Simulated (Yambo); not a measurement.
Material: MgS (rock salt, space group Fm-3m, No. 225); a = 3.6650 Å, b = 3.6650 Å, c = 3.6650 Å, α = 60.00°, β = 60.00°, γ = 60.00° (2 atoms in the cell). Cell and atoms were relaxed with PBEsol from Materials Project entry mp-1315, within its symmetry.

With PBEsol (pw.x of Quantum ESPRESSO, ONCV potentials, scalar-relativistic), the gap between the mesh's edge points (Γ → X) is 2.726 eV.

Problem. Estimate the G0W0 gap between the same points from Yambo (6×6×6 Γ-centred k mesh, bands 5 to 80 and a 10 Ry block in the screening, 80 bands in G with the Bruneval-Gonze terminator, plasmon pole fitted at 27.2 eV).

Solution. The correction is 1.818 eV, giving 4.544 eV, 1.7 times the PBEsol value.  Nearest settings tried, and what they do to the gap: 49 bands in G: +1 meV; 49 bands in W, 49 bands in G: -33 meV; 8 Ry block (113 vectors against 169): -44 meV. Not varied: mesh. So the settings aren't converged at that level.
